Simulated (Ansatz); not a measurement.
**Sc: energy along a strain**

Sc, Fm-3m, a = 4.541 Å (as given, not relaxed at this level: 0.5 GPa). This isn't the element's structure at ambient conditions. Ansatz: PBEsol, PAW, 420 eV, Γ-centred 18×18×18 mesh on 1 atom, Gaussian smearing 0.15 eV; no spin polarisation. Cell vectors (Å): 0.000 2.271 2.271; 2.271 0.000 2.271; 2.271 2.271 0.000. The cell is strained by x per cent times the pattern (1 0 0 0 0 0) in the order xx yy zz yz xz xy (engineering shears), with fractional coordinates held. y is the free energy over the start, V0 = 23.410 Å³/atom.

```
x (%) y (meV/atom)
-6.00         24.89
-4.50         14.59
-3.00          7.09
-1.50          2.26
 0.00          0.00
 1.50          0.20
 3.00          2.78
 4.50          7.63
 5.25         10.89
 6.00             ?
```

Fit y = c1 x + c2 x² + c3 x³ to the other rows, get the stiffness along the pattern, and predict the missing energy.

Least squares on the rows shown. y = −0.67275 x + 0.54911 x² − 0.0049912 x³. The clamped-ion stiffness p·C·p = 2 × 5.491 eV × 160.2 / 23.410 Å³ = 75 GPa, which is C11 in these axes (second derivative at the start, which stands under stress). At x = 6.00 the fit asked for gives 14.65 meV/atom. The run gave 14.68 meV/atom, so the fit is 0.03 meV/atom too low, a small miss on the scale of the series.